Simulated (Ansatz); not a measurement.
**Equation of state of SrCuSn$_{2}$**

A database entry relaxed whole under r2SCAN (Cmcm):

```
Sr Cu Sn
1.0
     2.31915   -9.66404    0.00000
     2.31915    9.66404    0.00000
     0.00000    0.00000    4.54518
Sr Cu Sn
2 2 4
Direct
  0.60723 0.39277 0.25000
  0.39277 0.60723 0.75000
  0.82387 0.17613 0.25000
  0.17613 0.82387 0.75000
  0.95650 0.04350 0.25000
  0.04350 0.95650 0.75000
  0.25031 0.74969 0.25000
  0.74969 0.25031 0.75000
```

The cell was scaled uniformly, its shape held, and the atoms relaxed at each volume with plane-wave PAW DFT (Ansatz 0.2.0; r2SCAN, 500 eV, 7×7×7 Γ-centred mesh, fermi-dirac occupations of width 0.100 eV; no spin, no spin-orbit coupling). One row is withheld.

```
volume (Å³/atom)  energy over the lowest (meV/atom)  pressure (GPa)
          23.939                               19.0            4.11
          24.448                                  ?               ?
          24.958                                2.2            1.31
          25.467                                0.0            0.12
          25.976                                1.3           -0.94
          26.486                                5.9           -1.89
          26.995                               13.3           -2.73
```

Task: Fit the pressures of the other rows to the third-order Birch-Murnaghan form.

Result: With f = [(V₀/V)^(2/3) − 1]/2 and P = 3B₀f(1 + 2f)^(5/2)[1 + 3(B₀′ − 4)f/2], least squares gives V₀ = 25.52 Å³ an atom, B₀ = 55.4 GPa and B₀′ = 4.6; the rows miss the fit by less than 0.01 GPa. The slope of the energies differs from these pressures by less than 0.05 GPa.

Task: What does the withheld row hold?

Result: The fit gives 2.63 GPa at 24.448 Å³; the run gave 2.63 GPa and 8.4 meV an atom.

Caveats: the shape of the cell was held, so B₀ is an upper bound where the axes differ in stiffness; 0 K, fixed nuclei; the symmetry was kept, and this need not be the phase that is stable at 0 K; one mesh for all volumes; pressure is positive in compression.
